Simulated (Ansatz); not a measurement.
MnSe in space group I-4m2 (No. 119; Mn on 2a, Se on 2c), PBEsol (plane waves, PAW; program Ansatz). The conduction-band minimum lies on the X–M line, 77 % of the way from X, with 4 equivalent valleys. Second derivatives d²E/dk² of the lowest band at one valley (eV·Å²), along Cartesian directions:

```
direction  d²E/dk²
---------  -------
[100]        5.794
[010]       0.3772
[001]        5.185
[110]        3.087
[101]        5.492
[011]        2.781
```

Q: Find the principal effective masses, the density-of-states mass and the conductivity mass.

A: Off-diagonal terms follow from H_xy = H[110] − (H_xx + H_yy)/2, and m*/mₑ = 7.620 eV·Å² over each eigenvalue: 1.3, 1.5, 20. One valley's DOS mass (m₁m₂m₃)^(1/3) = 3.4, conductivity mass 3/(Σ 1/mᵢ) = 2.0 mₑ.

Q: What effective density of states Nc follows at 300 K for parabolic valleys?

A: Nc = 2.509e19 × 4 × (3.4)^(3/2) ≈ 6.3e20 cm⁻³.

Q: With the computed static dielectric constant 12.3 (mean of the diagonal), estimate a hydrogenic donor's binding energy and radius.

A: E = 13.606 eV × 2.0/12.3² ≈ 180 meV; a = 0.529 Å × ε/m* ≈ 3.3 Å. Semilocal masses tend to be too small where the gap is.

The workflow started from an entry of the Crystallography Open Database (COD); the relaxed space group is not among those it files for this formula. COD files the formula under space group No. 186, 216, 225, so this cell is another polymorph or a model. Its standing as an ambient phase is unchecked. Symmetry was held in the PBEsol relaxation, as lowered by the spin order; of distortions, only those at the zone centre were tested. Magnetic state: antiferromagnetic, chosen from 3 collinear starts compared on coarse meshes (ties went to the first, and starts can fall back to one state), not a proven ground state. No Hubbard U is applied. Point labels and valley counts follow the cell and symmetry of the run, lower than the named group. Scalar-relativistic: spin–orbit coupling is off unless named, which matters more the heavier the elements.

Potentials: the later of the program's two PAW sets.
